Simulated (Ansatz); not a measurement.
A geometry of Cs$_{2}$LiYI$_{6}$ away from equilibrium: step 2 of the relaxation of a relaxed Cs2LiYI6 cell shaken by Gaussian noise of σ = 0.08 Å a coordinate. Computed with r2SCAN (plane waves to 500 eV, PAW, scalar-relativistic; Ansatz, a first-principles code). Γ-centred k-mesh 4×4×4 on the run's cell (coarser than for final values), Fermi–Dirac smearing 0.05 eV.

```xyz
10
Lattice="0.0029 6.0162 6.0073 6.0223 -0.0035 6.0137 6.0212 6.0215 -0.0024" Properties=species:S:1:pos:R:3:forces:R:3 pbc="T T T" free_energy=-60621.575 pressure_GPa=-0.2
Cs     9.0219     9.1878     8.8488    0.0115   -0.0490    0.0785
Cs     3.0678     3.0938     3.0114   -0.0299   -0.0196    0.0014
Li     6.0403     5.8814     6.0934   -0.0465    0.0338   -0.0091
Y     -0.0416    -0.0402     0.0536    0.0489    0.0313   -0.1403
I      2.9953     6.1051     6.0390   -0.0480   -0.0992    0.0151
I      8.9625     6.1196     6.0185    0.2362   -0.0761   -0.0282
I      6.1021     3.0005     5.9835   -0.0834    0.0172    0.0327
I      6.0529     8.9733     6.0114   -0.0710    0.2947   -0.0002
I      5.9429     6.0843     3.0563    0.0104   -0.0474   -0.0986
I      6.0216     6.0843     9.0148   -0.0284   -0.0863    0.1487
```

Positions in Å, forces in eV/Å, free energy of the cell in eV (comparable only within this code, potentials and settings). Largest force: 0.30 eV/Å, on I8 (atoms numbered as listed); the geometry lies 0.01 eV/atom above the end of its relaxation.

No spin polarisation in the result.

Of the parent cell (Fm-3m (No. 225)): The relaxation started from an entry of Materials Project.

The cell that was disturbed is our relaxation of an entry of Materials Project.
